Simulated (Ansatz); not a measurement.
A structure of Cu2O relaxed with PBEsol (plane waves to 420 eV, PAW, scalar-relativistic; Ansatz, an electronic-structure program); single points at other levels follow on the same geometry (Ansatz, PAW; HSE06 at 420 eV on a 6×6×6 k-mesh; no spin-orbit coupling). Space group Pn-3m (No. 224).

Space group Pn-3m, origin choice 1 (No. 224); a = b = c = 4.2222 Å, α = β = γ = 90.00°

```json
[
 {"atom": "Cu", "site": "4c", "symmetry": ".-3m", "x": "0.7500", "y": "0.7500", "z": "0.7500"},
 {"atom": "O", "site": "2a", "symmetry": "-43m", "x": "0.0000", "y": "0.0000", "z": "0.0000"}
]
```

```json
[
 {"level": "PBEsol", "gap (eV)": "0.56", "kind": "direct", "conduction minimum": "Γ"},
 {"level": "HSE06", "gap (eV)": "___", "kind": "–", "conduction minimum": "___"}
]
```

Q: Fill in the missing entries.

A: 
- HSE06, gap (eV): 2.08
- HSE06, conduction minimum: Γ

No spin polarisation in the result.

The run could not lose the symmetry of its start; a randomly shaken copy of 6 atoms returns to this structure.

All atoms sit on sites fixed by symmetry, so only the cell could relax.
